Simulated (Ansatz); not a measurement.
SnS:
```
CELL_PARAMETERS angstrom
      0.00000     3.24668     3.24668
      3.24668     0.00000     3.24668
      3.24668     3.24668     0.00000
ATOMIC_POSITIONS crystal
  S  0.75000 0.75000 0.75000
  Sn 0.00000 0.00000 0.00000
```

Relaxed with HSE06.

Question: Give the Bader charges and basin volumes of the independent atoms, HSE06 (plane waves, PAW; program Ansatz).

Answer: 

| atom | Bader charge (e) | Bader volume (Å³) |
|---|---|---|
| S1 | -1.07 | 37.6 |
| Sn2 | +1.07 | 30.5 |

Space group F-43m (zinc blende). A made-up cell: these elements were put on the sites of a structure type; the Crystallography Open Database copy checked does not list it. It is not the phase usual at ambient conditions (space group No. 62). The HSE06 relaxation kept the symmetry of its start; its stability against distortions is not shown here. The volume moved by 21 % from the start of the relaxation. Spin–orbit coupling is left out wherever it is not named.

Potentials: the later of the program's two PAW sets.
